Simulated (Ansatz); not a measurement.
An Ansatz input:

```yaml
crystal:
  lattice:
    - [2.5882052585, 0.0, 0.0]
    - [0.0, 2.5882052585, 0.0]
    - [0.0, 0.0, 2.5882052585]
  atoms:
    - { symbol: Si, position: [0.0, 0.0, 0.0] }
hamiltonian:
  xc: r2scan
  pseudopotentials:
    kind: paw
    azcp:
      Si: "pseudopotentials/Si.paw.azcp"
basis:
  ecutwfc: 500
  fft_grid_basis: typed
kpoints:
  mp_grid: { grid: [14, 14, 14], shift: [0, 0, 0] }
magnetization:
  spin_polarized: false
scf:
  occupations: { method: fermi_dirac, width: 0.1 }
  lower_state_search: "off"
output:
  stress: true
```

Output

```
Engine: ansatz 0.2.0, x86_64-unknown-linux-gnu
Pseudopotentials: kind: paw
Pseudopotential: Si, paw, valence charge 4, recommended cutoff 500 eV (meta_gga) 
Functional definition: r2SCAN
  parameter k0 = 0.174
  parameter k1 = 0.065
  parameter a1 = 4.9479
  exchange = r2scan_x(k0 = k0, k1 = k1, a1 = a1)
  correlation = r2scan_c
Crystal: 1 atoms, lattice volume = 17.338 Å³
Basis set: ecut = 500 eV, 461 PW (Γ), exchange–correlation on 80×80×80 points (64 copies of the dense FFT grid, shifted against one another)
Bands: 6, of which v1, the nominal top of the filled ones, is band 2 counted from 1 (1 counted from 0)
Symmetry: 48 space group operations
Space group: Pm-3m (ITA 221), of the structure as read, at distance tolerance 2.6e-5 Å
k-points: 120 of 2744
Non-local potential: Si, projectors of the file, l = 0: 2, l = 1: 2, l = 2: 2
PAW form: soft (Blöchl's): semilocal exchange-correlation on the pseudo side does not see the compensation charge
PAW frozen core: Si, regenerated for the run's functional (the file was generated under x = pbe(κ = 0.804, μ = 0.2195149727645171), c = pbe(β = 0.06672455060314922))
PAW one-centre angular grid: Si, 302 points (default); XC on 160 Gauss nodes
Initial density: superposition of atomic densities (neutral atoms: chi_scale 0, normalization atom), corrected by the library's trained network
Initial wavefunctions: pseudopotential atomic-orbital guess
Functional: x = r2scan, c = r2scan; τ floored in thin density (d = 2e-4 eV/Å³)
SCF iter   1: F=-638.577134 eV  HF=-638.565802 eV  |F-HF|=1.13e-2  |Δ(HF+E_count)|=         —  Δρ=3.43e-3  dr2=1.86e-3  dr2_τ=2.81e-3  ethr=1.77e-3  ⟨swp⟩=5.2  Hψ=6928  notcnv=0
SCF iter   2: F=-638.578064 eV  HF=-638.578056 eV  |F-HF|=8.48e-6  |Δ(HF+E_count)|=   1.23e-2  Δρ=1.75e-3  dr2=3.71e-4  dr2_τ=1.98e-6  ethr=4.66e-5  ⟨swp⟩=2.0  Hψ=2387  notcnv=0  defer=5
SCF iter   3: F=-638.578093 eV  HF=-638.578090 eV  |F-HF|=2.54e-6  |Δ(HF+E_count)|=   3.46e-5  Δρ=1.56e-4  dr2=1.95e-6  dr2_τ=1.32e-7  ethr=9.26e-6  ⟨swp⟩=2.0  Hψ=948  notcnv=0  defer=5
iter 4 did not close the SCF: its close was put off for the readings that it lacked (scf_convergence_deferred on its scf_iter line)
SCF iter   4: F=-638.578093 eV  HF=-638.578093 eV  |F-HF|=6.63e-8  |Δ(HF+E_count)|=   2.76e-6  Δρ=2.26e-5  dr2=2.47e-8  dr2_τ=7.15e-10  ethr=4.88e-8  ⟨swp⟩=2.4  Hψ=981  notcnv=0  defer=5
iter 5 did not close the SCF: its close was put off for the readings that it lacked (scf_convergence_deferred on its scf_iter line)
SCF iter   5: F=-638.578093 eV  HF=-638.578093 eV  |F-HF|=7.03e-10  |Δ(HF+E_count)|=   7.35e-8  Δρ=2.01e-6  dr2=3.79e-10  dr2_τ=1.68e-11  ethr=6.18e-10  ⟨swp⟩=2.0  Hψ=971  notcnv=0  defer=5
SCF iter   6: F=-638.578093 eV  HF=-638.578093 eV  |F-HF|=7.39e-12  |Δ(HF+E_count)|=  7.66e-10  Δρ=1.44e-7  dr2=1.96e-12  dr2_τ=1.04e-13  ethr=9.47e-12  ⟨swp⟩=1.0  Hψ=2051  notcnv=0
SCF 1 converged in 6 iterations: F = -638.578093 eV  dr2 = 1.96e-12
SCF converged after 6 iterations
Free energy (F): -638.578093 eV
Harris-Foulkes:  -638.578093 eV  (|F-HF|=7.39e-12)
Internal energy: -638.565664 eV  (E = F + TS)
E sigma→0 (E₀):  -638.571879 eV
Entropy (-TS):   -0.012429 eV (-12.429 meV/atom)
Fermi energy:    7.957815 eV
--- Per-component energies (eV) ---
  E_band       = 10.551042
  E_kinetic    = 39.212746
  E_local      = -7.715507  (includes V_loc(G=0)·N_el)
  E_nonlocal   = 24.433730
  E_hartree    = 2.027328
  E_xc         = -51.137169
  E_vxc        = -49.445906  (∫ρ·V_xc dr)
  E_paw        = -519.026477  (= ΣΔE_a)
  E_vpaw       = -2.029858  (= ΣTr[D̂ρ^β])
  E_aug_tail   = 0.000005  (compensation charges beyond the density's cutoff)
  E_vtau       = 2.041175  (kinetic-family band-sum trace: ∫τ·v_τ [+ j·A + Jᵃ·Aᵃ] dr)
  E_ewald      = -126.283888
  E_core_change = -0.076433  (= ΣΔE_core)
  E_smearing   = -0.012429  (= −TS)
  E_closure    = 0.000000  (closes the sum)
  Σ components = -638.578093   (vs F -638.578093, Δ=0.00e0)
--- Stress (GPa, compression-positive) ---
       -6.479491       0.000000       0.000000
       -0.000000      -6.479491       0.000000
        0.000000       0.000000      -6.479491
  P = ⅓ Tr σ = -6.4795 GPa (-64.795 kbar)
```

Command:

```sh
ansatz run input.yaml --threads 1 --pin off --max-ram 3584MiB --backend cpu --events-out ev --progress --plain --runs-dir out
```

On 1 thread of Intel(R) Xeon(R) Platinum 8259CL CPU @ 2.50GHz (Skylake/Cascade Lake) (shared host) this took about 3.4 s of wall time and 2.9 s of CPU time.
